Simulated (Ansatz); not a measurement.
Zincblende alloy of GaAs and AlAs (6 of 32 Ga sites exchanged), 64 atoms

Ansatz, PAW, plane waves. PBEsol relaxation of volume and atoms (shape held) at the single k point (¼, ¼, ¼) without its symmetry partners; single points on the relaxed atoms at the single k point (¼, ¼, ¼) without its symmetry partners, onto which points of the small cell's zone fold. Arrangement: random. No spin–orbit coupling unless named.

Relaxed structure:

```cif
data_structure
_symmetry_space_group_name_H-M 'P 1'
_symmetry_Int_Tables_number 1
_cell_length_a 11.3255
_cell_length_b 11.3255
_cell_length_c 11.3255
_cell_angle_alpha 90.000
_cell_angle_beta 90.000
_cell_angle_gamma 90.000
_cell_volume 1452.68
loop_
_atom_site_label
_atom_site_type_symbol
_atom_site_fract_x
_atom_site_fract_y
_atom_site_fract_z
_atom_site_occupancy
Ga1 Ga 0.99983 0.00020 0.00042 1
Ga2 Ga 0.00017 0.99979 0.50005 1
Ga3 Ga 0.00034 0.50017 0.50062 1
Ga4 Ga 0.49994 0.00032 0.50005 1
Ga5 Ga 0.50030 0.49977 0.00059 1
Ga6 Ga 0.50037 0.49966 0.50044 1
Ga7 Ga 0.25023 0.24988 0.00029 1
Ga8 Ga 0.25021 0.24975 0.50039 1
Ga9 Ga 0.25019 0.75024 0.50042 1
Ga10 Ga 0.75026 0.24917 0.00052 1
Ga11 Ga 0.75023 0.24991 0.50059 1
Ga12 Ga 0.75044 0.74983 0.00050 1
Ga13 Ga 0.75086 0.74961 0.49988 1
Ga14 Ga 0.24988 0.99982 0.25044 1
Ga15 Ga 0.24957 0.00052 0.75014 1
Ga16 Ga 0.25030 0.49985 0.25073 1
Ga17 Ga 0.25028 0.49932 0.75013 1
Ga18 Ga 0.74991 0.00006 0.25036 1
Ga19 Ga 0.75028 0.49991 0.75035 1
Ga20 Ga 0.00038 0.24963 0.25080 1
Ga21 Ga 0.00037 0.24975 0.75061 1
Ga22 Ga 0.00013 0.75011 0.25073 1
Ga23 Ga 0.00026 0.75024 0.75021 1
Ga24 Ga 0.50024 0.24975 0.25053 1
Ga25 Ga 0.50004 0.25030 0.75048 1
Ga26 Ga 0.49988 0.75016 0.25065 1
Al1 Al 0.99972 0.49921 0.00051 1
Al2 Al 0.49956 0.99909 0.00028 1
Al3 Al 0.24959 0.74881 0.00033 1
Al4 Al 0.74968 0.99918 0.74993 1
Al5 Al 0.74970 0.49920 0.24998 1
Al6 Al 0.50012 0.74917 0.74986 1
As1 As 0.12508 0.12482 0.12527 1
As2 As 0.12469 0.12496 0.62502 1
As3 As 0.12455 0.62440 0.12582 1
As4 As 0.12541 0.62491 0.62553 1
As5 As 0.62448 0.12447 0.12496 1
As6 As 0.62487 0.12520 0.62535 1
As7 As 0.62499 0.62527 0.12545 1
As8 As 0.62575 0.62456 0.62486 1
As9 As 0.37516 0.37477 0.12555 1
As10 As 0.37521 0.37478 0.62510 1
As11 As 0.37431 0.87443 0.12545 1
As12 As 0.37501 0.87543 0.62541 1
As13 As 0.87505 0.37402 0.12546 1
As14 As 0.87540 0.37478 0.62548 1
As15 As 0.87506 0.87497 0.12555 1
As16 As 0.87543 0.87469 0.62492 1
As17 As 0.37480 0.12478 0.37496 1
As18 As 0.37502 0.12505 0.87526 1
As19 As 0.37529 0.62474 0.37563 1
As20 As 0.37541 0.62418 0.87525 1
As21 As 0.87489 0.12471 0.37535 1
As22 As 0.87470 0.12446 0.87482 1
As23 As 0.87508 0.62436 0.37491 1
As24 As 0.87530 0.62499 0.87528 1
As25 As 0.12528 0.37487 0.37562 1
As26 As 0.12536 0.37482 0.87524 1
As27 As 0.12503 0.87490 0.37526 1
As28 As 0.12505 0.87526 0.87551 1
As29 As 0.62496 0.37459 0.37568 1
As30 As 0.62542 0.37482 0.87561 1
As31 As 0.62509 0.87482 0.37550 1
As32 As 0.62506 0.87420 0.87544 1
```

Task: What are the mean bond lengths by pair (pairs within 1.2 times the sum of covalent radii, less contacts 15 % beyond the pair's median; cation–cation pairs of compounds aside; long ionic contacts are cut short by that bound)?

Result: Al–As 2.454 ± 0.002 Å (standard deviation, 24 bonds); As–Ga 2.452 ± 0.002 Å (standard deviation, 104 bonds).

Task: What gap lies between the top filled and the lowest empty level in the single points?

Result: r²SCAN 1.90 eV (9 s on NVIDIA H100). Away from Γ this isn't the crystal's band gap.
